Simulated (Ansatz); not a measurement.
Relaxed-ion elastic tensor of Ge₃N₄ in space group Fd-3m (No. 227; Ge on 16c, Ge on 8b, N on 32e) in GPa (Voigt order), plane-wave PAW LDA (Ansatz code); density 6.68 g/cm³, 9.72 Å³ per atom.

```json
[
 {"": "1", "1": "403", "2": "171", "3": "171", "4": "0.0", "5": "0.0", "6": "0.0"},
 {"": "2", "1": "171", "2": "403", "3": "171", "4": "0.0", "5": "0.0", "6": "0.0"},
 {"": "3", "1": "171", "2": "171", "3": "403", "4": "0.0", "5": "0.0", "6": "0.0"},
 {"": "4", "1": "0.0", "2": "0.0", "3": "0.0", "4": "235", "5": "0.0", "6": "0.0"},
 {"": "5", "1": "0.0", "2": "0.0", "3": "0.0", "4": "0.0", "5": "235", "6": "0.0"},
 {"": "6", "1": "0.0", "2": "0.0", "3": "0.0", "4": "0.0", "5": "0.0", "6": "235"}
]
```

Question: Is the crystal mechanically stable?

Answer: Yes: the smallest eigenvalue of C is 232 GPa.

Question: Work out the Voigt, Reuss and Hill averages.

Answer: K_V = 249, K_R = 249, K_H = 249; G_V = 187, G_R = 167, G_H = 177 GPa.

Question: Give Young's modulus, Poisson's ratio, Pugh's ratio and the universal anisotropy index.

Answer: E = 9KG/(3K + G) = 429 GPa; ν = 0.21; K/G = 1.40 (brittle by the Pugh limit of 1.75); A_U = 5G_V/G_R + K_V/K_R − 6 = 0.63.

Question: Estimate the sound speeds and the Debye temperature.

Answer: v_l = √((K + 4G/3)/ρ) = 8510 m/s, v_t = √(G/ρ) = 5150 m/s, mean 5690 m/s; Θ = (h/k)(3n/4πV)^(1/3) v_m = 794 K.

Question: Give the Zener ratio and Young's modulus along [100], [110] and [111].

Answer: A = 2C44/(C11 − C12) = 2.03; 1/E = S11 − 2(S11 − S12 − S44/2)Γ with Γ = 0, 1/4, 1/3 gives 301, 449, 537 GPa.

Question: Solve the Christoffel equation for the three sound speeds along [100], [110], [111].

Answer: Eigenvalues of C_ijkl n_j n_l equal ρv². In km/s, slowest first: [100] 5.93, 5.93, 7.76; [110] 4.16, 5.93, 8.84; [111] 4.83, 4.83, 9.17.

The LDA relaxation kept the symmetry of its start; phonons on a q-mesh show no instability.

Potentials: the later of the program's two PAW sets.
